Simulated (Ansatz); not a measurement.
Q: Name crystals whose computed values (the program Ansatz at the r²SCAN level (PAW)) fall in these windows: electron conductivity mass (mₑ) 0.67 to 0.95; gap (eV) 7.6 to 10.

A: 

```tsv
crystal	electron conductivity mass (mₑ)	gap (eV)
LiF, wurtzite	0.83	8.58
LiF, zinc blende	0.82	8.66
```
Others may fit too.

Typed or built starts, not in the databases checked: LiF, zinc blende. Not the usual ambient phase: LiF, wurtzite; LiF, zinc blende. All cells were relaxed under the symmetry of their starts (and spin orders); stability against distortions was not tested throughout.

Potentials: the later of the program's two PAW sets.
